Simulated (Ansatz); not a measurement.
Sc:
Space group P6₃/mmc (No. 194); a = b = 3.2417 Å, c = 10.3612 Å, α = β = 90.00°, γ = 120.00°

```csv
atom,site,symmetry,x,y,z
Sc,2a,-3m.,0.0000,0.0000,0.0000
Sc,2c,-6m2,0.3333,0.6667,0.2500
```

Relaxed at zero pressure with the program Ansatz at the PBEsol level (PAW).

Question: The volume is lowered by 6 % and shape and atoms relax at that volume. What pressure results, and how do the axes share the change?

Answer: 3.7 GPa; a -2.1 %, b -2.1 %, c -1.9 %; the energy rises by 16 meV/atom.

Question: Give the new structure.

Answer: 
Space group P6₃/mmc (No. 194); a = b = 3.174 Å, c = 10.162 Å, α = β = 90.00°, γ = 120.00°

| atom | site | symmetry | x | y | z |
|---|---|---|---|---|---|
| Sc | 2a | -3m. | 0.0000 | 0.0000 | 0.0000 |
| Sc | 2c | -6m2 | 0.3333 | 0.6667 | 0.2500 |

The phase is kept; no other phase was compared at this pressure.

Space group P6_3/mmc (dhcp (α-La type)). The start of the workflow was typed in or built on a structure type. Its sites differ from those of the usual phase in this space group: another stacking or structure type. Symmetry was held in the PBEsol relaxation; its stability against distortions is not shown here. No spin polarisation was allowed. Axis ratios of metals converge slowly with the k-mesh, so a and c are less sure than the volume.

Potentials: the later of the program's two PAW sets.
